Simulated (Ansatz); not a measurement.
AlIr in space group Cmcm (No. 63; Al on 4c, Ir on 4c), PBE in the plane-wave PAW code Ansatz, all energies at zero smearing, with the estimated change up to a 700 eV cutoff added, with one set of potentials and settings (totals compare only within such a set). Cell of 4 atoms (2 Al, 2 Ir): -24951.194 eV.

| element | reference phase | E (eV/atom) |
|---|---|---|
| Al | Fm-3m, 1 atoms in the cell | -537.5055 |
| Ir | Fm-3m, 1 atoms in the cell | -11936.8363 |

Formation energy per atom, worked out: (-24951.194 − 2×(-537.5055) − 2×(-11936.8363))/4 = -0.628 eV/atom (-61 kJ per mol of atoms), at 0 K, without zero-point energy or fitted corrections.

The start of the workflow was typed in or built on a structure type; neither database checked (COD, Materials Project) lists it. Its standing as an ambient phase is unchecked. The cell was relaxed with PBE under the symmetry of its start; its stability against distortions is not shown here. The run is not spin-polarised. The references are the lowest solids computed at this level, not always the standard phases. Spin–orbit coupling is left out wherever it is not named.

Potentials: the earlier of the program's two PAW sets.
